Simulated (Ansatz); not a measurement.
Computed properties of Ga4AsN3 (ordering on wurtzite)

All numbers come from the PAW code Ansatz. These are computed values for a non-magnetic cell that may be hypothetical; none is a measurement.

Structure: an ordered 8-atom cell of Ga4AsN3 on the wurtzite lattice (Pm), at its r2SCAN minimum. The symmetry is Pm (No. 6, monoclinic); a = 5.537 Å, b = 3.371 Å, c = 5.910 Å, β = 90.5° in the conventional setting, 13.79 Å³ an atom. N is surrounded by 4 Ga at 1.99–2.09 Å; N is surrounded by 4 Ga at 1.94–2.04 Å; N is surrounded by 4 Ga at 1.92–2.03 Å; As is surrounded by 4 Ga at 2.29–2.35 Å; Ga is surrounded by 3 N at 1.99–2.00 Å and 1 As at 2.32 Å; Ga is surrounded by 2 N at 1.92–1.94 Å and 2 As at 2.29 Å; Ga is surrounded by 4 N at 2.03–2.05 Å; Ga is surrounded by 3 N at 2.03–2.09 Å and 1 As at 2.35 Å.

```
CELL_PARAMETERS angstrom
5.53713 0.00000 0.02248
0.00000 3.37053 0.00000
0.02391 0.00000 5.91031
ATOMIC_POSITIONS crystal
N 0.99512 0.00000 0.31858
N 0.00220 0.50000 0.84831
N 0.49384 0.50000 0.16963
As 0.51016 0.00000 0.65834
Ga 0.35377 0.00000 0.29522
Ga 0.35101 0.50000 0.87529
Ga 0.85991 0.50000 0.16694
Ga 0.93399 0.00000 0.66769
```

Band edges at fixed r2SCAN geometry:
```csv
level,k mesh,gap (eV),kind,edges,least direct gap (eV),rough cost
PBE,6×8×4,none (overlap 0.42),–,–,–,90 core-seconds
PBE+SOC,6×8×4,none (overlap 0.42),–,–,–,8 core-minutes
r2SCAN,6×8×4,none (overlap 0.22),–,–,–,2.7 core-minutes
HSE06,4×4×4,0.13,indirect,B–Γ (0.50) → Γ,0.57,21 core-minutes
```
All runs use a smearing of 0.02 eV.
Wave cutoffs: 420 eV, 500 eV (r2SCAN).
Points off the special ones are mesh points or PBE's searched band edges, reused at the other levels.
Costs come from shared machines and give only the order; PBE's includes the band path. The runs had 4 threads of AMD EPYC 7R43 64-Core Processor (Zen 3), with other jobs on the host.

HSE06 gives an indirect gap of 0.13 eV, from B–Γ (0.50 of the way from B) to Γ; the least direct gap is 0.57 eV at Γ. PBE+SOC gives no gap: the lowest nominally empty band dips 0.42 eV below the top of the last filled one (its bottom at Γ–Z (0.20 of the way from Γ), the top at Y₂–Γ (0.50 of the way from Y₂)), so the cell is a metal or semimetal at this level.

The levels disagree on the kind of gap: indirect with HSE06; no gap with PBE, PBE+SOC, r2SCAN.

Only the levels marked +SOC include spin-orbit coupling.

The meshes of the hybrids are coarse, so their gaps aren't converged to the digits shown.
